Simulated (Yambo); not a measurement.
Yambo run on NH₄F (space group P6_3mc, No. 186). The wavefunctions are LDA (Quantum ESPRESSO, PseudoDojo norm-conserving, 84 Ry, without SOC) ones on a 3×3×2 mesh (16 occupied bands); a = 4.4077 Å, b = 4.4077 Å, c = 7.1363 Å, α = 90.00°, β = 90.00°, γ = 120.00°.

Yambo input:

```
rim_cut
gw0
dyson
el_el_corr
HF_and_locXC
ppa
em1d
RandQpts= 1000000
RandGvec= 1 Ry
FFTGvecs= 25 Ry
EXXRLvcs= 84 Ry
VXCRLvcs= 336 Ry
Chimod= "HARTREE"
% BndsRnXp
 1 | 216 |
%
NGsBlkXp= 8 Ry
% LongDrXp
 1.0 | 1.0 | 1.0 |
%
PPAPntXp= 27.2114 eV
% GbndRnge
 1 | 216 |
%
GTermKind= "BG"
DysSolver= "n"
ExtendOut
% QPkrange
 1 | 1 | 16 | 17 |
 5 | 5 | 16 | 16 |
%
```

k points by index: 1 = Γ, 5 = K.

Table of the .qp output:

```
#    K-point    Band    Eo [eV]    E [eV]    E-Eo [eV]    Vxc [eV]    Vnlxc [eV]    Sc|Eo [eV]    Sc|E [eV]    dSc/dw|Eo [eV]    Re(Z)    Im(Z)
#
    1    16    -0.278343    -2.809901    -2.531558    -20.25268    -27.07608    3.769470    4.291848    -5.614694    0.828955    -0.001053
    1    17    5.938501    7.370006    1.431504    -7.200724    -3.334368    -2.287548    -2.434852    -2.799970    0.906703    -0.618228E-3
    5    16    0.000000    -2.475910    -2.475910    -20.53652    -27.22148    3.704035    4.209048    -5.550053    0.830591    -0.001028
```
(The two width columns are left out.) Convergence of these settings isn't established.

Geometry of the Materials Project entry, not relaxed at this level.

The distance between layers or molecules is the database entry's, not relaxed here. Functionals without dispersion can leave it too large, which widens gaps and weakens the response across layers: the numbers belong to this cell.
